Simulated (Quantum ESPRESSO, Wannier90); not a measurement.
## LiF (rock salt): Wannier90 run

Materials Project entry mp-1138; symmetrised, unrelaxed at this level. COD (Crystallography Open Database) has an entry of this formula and space group (matched by these alone). Method: PBEsol plane waves in Quantum ESPRESSO 7.5 (PseudoDojo norm-conserving files, 68 Ry, no spin polarisation, no spin-orbit coupling), Bloch states on a 10×10×10 mesh through Γ, Wannier90 4.0.1. Density: 14×14×14 mesh, cold smearing 0.01 Ry.

```
begin unit_cell_cart
ang
    0.0000000000    2.0417150000    2.0417150000
    2.0417150000    0.0000000000    2.0417150000
    2.0417150000    2.0417150000    0.0000000000
end unit_cell_cart
mp_grid = 10 10 10
```

**Question.** Which shells of neighbouring k-points and which b-vectors and weights does Wannier90 pick for this cell and mesh?

**Answer.** 
```
 *---------------------------------- K-MESH ----------------------------------*
 +----------------------------------------------------------------------------+
 |                    Distance to Nearest-Neighbour Shells                    |
 |                    ------------------------------------                    |
 |          Shell             Distance (Ang^-1)          Multiplicity         |
 |          -----             -----------------          ------------         |
 |             1                   0.266511                      8            |
 |             2                   0.307741                      6            |
 |             3                   0.435211                     12            |
 |             4                   0.510330                     24            |
 |             5                   0.533022                      8            |
 |             6                   0.615481                      6            |
 |             7                   0.670705                     24            |
 |             8                   0.688129                     24            |
       ... (lines left out)
 +----------------------------------------------------------------------------+
 | The b-vectors are chosen automatically                                     |
 | The following shells are used:                       1                     |
 +----------------------------------------------------------------------------+
 |                        Shell   # Nearest-Neighbours                        |
 |                        -----   --------------------                        |
 |                          1               8                                 |
 +----------------------------------------------------------------------------+
 | Completeness relation is fully satisfied [Eq. (B1), PRB 56, 12847 (1997)]  |
 +----------------------------------------------------------------------------+
 |                  b_k Vectors (Ang^-1) and Weights (Ang^2)                  |
 |                  ----------------------------------------                  |
 |            No.         b_k(x)      b_k(y)      b_k(z)        w_b           |
 |            ---        --------------------------------     --------        |
 |             1         0.153870    0.153870   -0.153870     5.279594        |
 |             2         0.153870   -0.153870    0.153870     5.279594        |
 |             3        -0.153870    0.153870    0.153870     5.279594        |
 |             4         0.153870    0.153870    0.153870     5.279594        |
 |             5        -0.153870   -0.153870    0.153870     5.279594        |
 |             6        -0.153870    0.153870   -0.153870     5.279594        |
 |             7         0.153870   -0.153870   -0.153870     5.279594        |
 |             8        -0.153870   -0.153870   -0.153870     5.279594        |
```
